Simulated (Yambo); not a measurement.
A G0W0@PBEsol run in Yambo for NaYS2 (space group R-3m, No. 166) under isotropic strain of -3 % on all lattice vectors (4×4×4 Γ-centred k mesh, bands 3 to 130 and a 7 Ry block in the screening, 130 bands in G with the Bruneval-Gonze terminator, plasmon pole fitted at 27.2 eV) gives these matrix elements, in eV, at the band edges (Γ → F):

| state | E0 | <Vxc> | <Σx> | <Σc(E0)> | Z |
|---|---|---|---|---|---|
| valence edge | 0.000 | -13.293 | -16.253 | 1.817 | 0.789 |
| conduction edge | 1.852 | -10.778 | -6.335 | -3.669 | 0.820 |

Problem. Solve the linearised quasiparticle equation for both states, give the gap, and say how exchange and correlation each act on it.

Solution. E = E0 + Z(Σx + Σc − Vxc). Valence: 0.000 + 0.789 × (-16.253 + (1.817) − (-13.293)) = -0.90 eV. Conduction: 1.852 + 0.820 × (-6.335 + (-3.669) − (-10.778)) = 2.49 eV. The gap is 3.39 eV, against 1.85 eV in PBEsol. Replacing Vxc by bare exchange alone would open it by 7.40 eV; correlation takes back 5.49 eV of that, and Z scales what is left. Convergence of the G0W0 settings was not tested. 

Geometry strained from the cell relaxed with PBEsol, atoms relaxed again; primitive cell a = b = c = 6.7552 Å, α = β = γ = 32.83°.
